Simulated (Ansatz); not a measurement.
A structure of SnSe relaxed with PBEsol (plane waves to 420 eV, PAW, scalar-relativistic; Ansatz, an electronic-structure program); single points at other levels follow on the same geometry (Ansatz, PAW; PBEsol+SOC at 420 eV on a 3×8×8 k-mesh; spin-orbit coupling only where +SOC is written). Space group Pnma (No. 62).

```xyz
8
Lattice="11.4383 0.0000 0.0000 0.0000 4.1522 0.0000 0.0000 0.0000 4.3617" Properties=species:S:1:pos:R:3 pbc="T T T"
Sn     1.3499     1.0380     0.4151
Sn     4.3692     3.1141     2.5960
Sn    10.0884     3.1141     3.9466
Sn     7.0691     1.0380     1.7657
Se     9.8049     1.0380     2.0800
Se     7.3527     3.1141     4.2608
Se     1.6335     3.1141     2.2817
Se     4.0857     1.0380     0.1009
```

```tsv
level	gap (eV)	kind	conduction minimum
PBEsol	0.40	indirect	33 % of the way from Y to Γ
PBEsol+SOC	(withheld)	(withheld)	(withheld)
```

**Question.** What belongs in the gaps?

**Answer.** 
- PBEsol+SOC, gap (eV): 0.37
- PBEsol+SOC, kind: indirect
- PBEsol+SOC, conduction minimum: 33 % of the way from Y to Γ

The shift from spin-orbit coupling is approximate. No spin polarisation in the result.

The run could not lose the symmetry of its start.
